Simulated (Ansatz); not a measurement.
Computed with DFT PBE, scalar-relativistic, plane waves, PAW (Ansatz 0.2.0). All cells share a 420 eV cutoff and Γ-centred k meshes spaced at most about 0.3 Å⁻¹ (about 0.25 or finer for metals, 2π included). No spin polarisation in the final relaxations.

These are static total energies at zero pressure. All come from trial cells, and lower structures may exist.

Question: These unrelaxed guesses for W₂Cl are each relaxed within their symmetry. Order them by the energy at which they end, lowest first.
A.

```cif
data_structure
_symmetry_space_group_name_H-M 'P-3m1'
_symmetry_Int_Tables_number 164
_cell_length_a 3.5874
_cell_length_b 3.5874
_cell_length_c 4.9510
_cell_angle_alpha 90.000
_cell_angle_beta 90.000
_cell_angle_gamma 120.000
_cell_volume 55.18
loop_
_atom_site_label
_atom_site_type_symbol
_atom_site_symmetry_multiplicity
_atom_site_Wyckoff_symbol
_atom_site_fract_x
_atom_site_fract_y
_atom_site_fract_z
_atom_site_occupancy
W1 W 2 d 0.33333 0.66667 0.25000 1
Cl1 Cl 1 a 0.00000 0.00000 0.00000 1
```

B.

```cif
data_structure
_symmetry_space_group_name_H-M 'P6/mmm'
_symmetry_Int_Tables_number 191
_cell_length_a 3.8786
_cell_length_b 3.8786
_cell_length_c 4.5152
_cell_angle_alpha 90.000
_cell_angle_beta 90.000
_cell_angle_gamma 120.000
_cell_volume 58.82
loop_
_atom_site_label
_atom_site_type_symbol
_atom_site_symmetry_multiplicity
_atom_site_Wyckoff_symbol
_atom_site_fract_x
_atom_site_fract_y
_atom_site_fract_z
_atom_site_occupancy
W1 W 2 d 0.33333 0.66667 0.50000 1
Cl1 Cl 1 a 0.00000 0.00000 0.00000 1
```

C.

```cif
data_structure
_symmetry_space_group_name_H-M 'P6_3/mmc'
_symmetry_Int_Tables_number 194
_cell_length_a 3.1552
_cell_length_b 3.1552
_cell_length_c 13.0556
_cell_angle_alpha 90.000
_cell_angle_beta 90.000
_cell_angle_gamma 120.000
_cell_volume 112.56
loop_
_atom_site_label
_atom_site_type_symbol
_atom_site_symmetry_multiplicity
_atom_site_Wyckoff_symbol
_atom_site_fract_x
_atom_site_fract_y
_atom_site_fract_z
_atom_site_occupancy
W1 W 4 f 0.33333 0.66667 0.87100 1
Cl1 Cl 2 c 0.66667 0.33333 0.75000 1
```

Answer: A (ends in P-3m1, 0 meV/atom), C (ends in P6_3/mmc, 26 meV/atom), B (ends in P6/mmm, 0.98 eV/atom). Even the lowest end lies +0.40 eV/atom against the elements.

These runs have no spin–orbit coupling, which can matter for W. In P-3m1, P6/mmm an odd number of electrons in the primitive cell allows no gap without spin; a larger cell or a magnetic state could open one. A magnetic state wasn't ruled out in cells without spin, among them P6/mmm. Cells relaxed within their symmetry can be saddle points. Some structure types and database cells were kept out of the candidates from the start, so a known form may be missing.
